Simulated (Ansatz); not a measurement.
Zr₂C:
```
CELL_PARAMETERS angstrom
      3.64720     0.00000     0.00000
      0.00000     3.64720     0.00000
      0.00000     0.00000     6.96521
ATOMIC_POSITIONS crystal
  Zr 0.00000 0.00000 0.00000
  Zr 0.50000 0.50000 0.00000
  Zr 0.50000 0.00000 0.36991
  Zr 0.00000 0.50000 0.63009
  C  0.50000 0.00000 0.72893
  C  0.00000 0.50000 0.27107
```

Relaxed with PBE. Special points in fractions of this cell's reciprocal vectors: Γ (0.000, 0.000, 0.000); X (0.000, 0.500, 0.000); M (0.500, 0.500, 0.000); Z (0.000, 0.000, 0.500); R (0.000, 0.500, 0.500); A (0.500, 0.500, 0.500).

### Question
List the band energies nearest the Fermi level at these points for plane-wave PAW PBE (Ansatz code).

### Answer
In eV from the Fermi level; about four levels below and three above (degenerate sets whole), none deeper than 8.9 eV; points with the same levels are listed once.

```tsv
k	below	above
Γ	-1.96 -1.19 -0.64 -0.64	0.93 0.93 0.97
X	-1.10 -1.10 -0.09 -0.09	1.30 1.30 2.40 2.40
M	-0.97 -0.97 -0.52 -0.52	0.29 0.29 3.22 3.22
Z	-1.29 -1.19 -1.19 -1.03	0.14 0.82 0.82
R	-2.50 -2.50 -0.96 -0.96	0.49 0.49 1.09 1.09
A	-0.71 -0.71 -0.68 -0.68	3.36 3.36 3.51 3.51
```

Space group P4/nmm. A made-up cell: these elements were put on the sites of a structure type; neither database checked (COD, Materials Project) lists it. Whether it is the stable phase at ambient conditions was not checked. The PBE relaxation kept the symmetry of its start; its stability against distortions is not shown here. The run is not spin-polarised. Spin–orbit coupling is left out wherever it is not named.

Potentials: the later of the program's two PAW sets.
